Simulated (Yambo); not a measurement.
Quantum ESPRESSO input (PBEsol, PseudoDojo standard norm-conserving files, scalar-relativistic) whose wavefunctions are converted with p2y:

```
&CONTROL
  calculation = 'nscf'
  pseudo_dir = './pseudo'
  outdir = './out'
/
&SYSTEM
  ibrav = 0
  nat = 2
  ntyp = 2
  ecutwfc = 58.0
  ecutrho = 232.0
  occupations = 'fixed'
  force_symmorphic = .true.
  nbnd = 160
/
&ELECTRONS
  conv_thr = 2e-09
  diago_full_acc = .true.
  diago_thr_init = 1e-08
/
ATOMIC_SPECIES
Cl 35.4500 Cl.upf
Rb 85.4678 Rb.upf
CELL_PARAMETERS angstrom
  0.000000000000   3.270431712000   3.270431712000
  3.270431712000   0.000000000000   3.270431712000
  3.270431712000   3.270431712000   0.000000000000
ATOMIC_POSITIONS crystal
Cl   0.500000000000   0.500000000000   0.500000000000
Rb   0.000000000000   0.000000000000   0.000000000000
K_POINTS automatic
4 4 4 0 0 0
```

Yambo's initialisation report on symmetry, reciprocal space, the k grid and the gaps on this mesh:

```
  [02.02] Symmetries
  ==================

  Inversion symmetry    : yes
  Spatial inversion     : yes
  Inversion index       :  25
  K-space Time-reversal : no
  Magnetic symmetries   : no
  Group table correct   : yes
  Symmetries units      :  [cc]

  [02.03] Reciprocal space
  ========================

  nG shells         :  301
  nG charge         :  27989
  nG WFs            :   4233
  nC WFs            :   3543
  G-vecs. in first 30 shells:  [ Number ]
     1    9   15   27   51   59   65   89  113
    137   169   181   229   259   283   307   331   339
    387   411   459   531   537   561   609   645   701
    725   749   821
  ...
  Shell energy in first 30 shells:  [ mHa ]
    0.00000      387.599      516.799      1033.60      1421.20      1550.40      2067.20      2454.80      2584.00
    3100.80      3488.39      4134.39      4521.99      4651.19      5167.99      5555.59      5684.79      6201.59
    6589.19      6718.39      7235.19      7622.79      8268.79      8656.39      8785.59      9302.39      9689.99
    9819.18      10336.0      10723.6
  ...

  [02.04] K-grid lattice
  ======================

  Compatible Grid is   : 3D
  Base K vectors       :  K_min[ 1 ]  K_min[ 2 ]  K_min[ 3 ]
  K_min[ 1 ] :  0.250000  0.250000  0.250000 [rlu]
  K_min[ 2 ] :  0.000000  0.000000  0.250000 [rlu]
  K_min[ 3 ] : -0.250000  0.000000  0.000000 [rlu]
  Grid dimensions      :   4   4   4
  K lattice UC volume  :  0.008210 [a.u.]

  IBZ K-points                                      :   8
  BZ  K-points                                      :   64

  K/Q-points units:
  rlu = crystal or reduced units; cc = cartesian coordinates; iku = interal k-units

  K [1]          [rlu]:  0.000000  0.000000  0.000000
         WF components:   3527
  K [2]          [rlu]:  0.000000  0.000000  0.250000
         WF components:   3542
  K [3]          [rlu]:  0.000000  0.000000 -0.500000
         WF components:   3498
  K [4]          [rlu]:  0.000000  0.250000  0.250000
         WF components:   3543
  K [5]          [rlu]:  0.000000  0.250000 -0.500000
         WF components:   3524
  K [6]          [rlu]:  0.000000  0.250000 -0.250000
         WF components:   3515
  K [7]          [rlu]:  0.000000 -0.500000 -0.500000
         WF components:   3490
  K [8]          [rlu]:  0.250000 -0.500000 -0.250000
         WF components:   3504

  [02.05] Energies & Occupations
  ==============================

  [X] === General ===
  [X] Electronic Temperature                        :  0.000000  0.000000 [eV K]
  [X] Bosonic    Temperature                        :  0.000000  0.000000 [eV K]
  [X] Finite Temperature mode                       : no
  [X] El. density                                   :  0.22870E+24 [cm-3]
  [X] Fermi Level                                   :  1.099357 [eV]

  [X] === Gaps and Widths ===
  [X] Conduction Band Min                           :  4.899847 [eV]
  [X] Valence Band Max                              :  0.000000 [eV]
  [X] Filled Bands                                  :   8
  [X] Empty Bands                                   :    9  160
  [X] Direct Gap                                    :  4.899847 [eV]
  [X] Direct Gap localized at k                     :  1
  [X] Indirect Gap                                  :  4.899847 [eV]
  [X] Indirect Gap between kpts                     :  1  1
  [X] Last valence band width                       :  0.363123 [eV]
  [X] 1st conduction band width                     :  2.749847 [eV]
```
The gaps are PBEsol values on this mesh alone; only operations without fractional translations are kept.

Geometry relaxed with PBEsol.
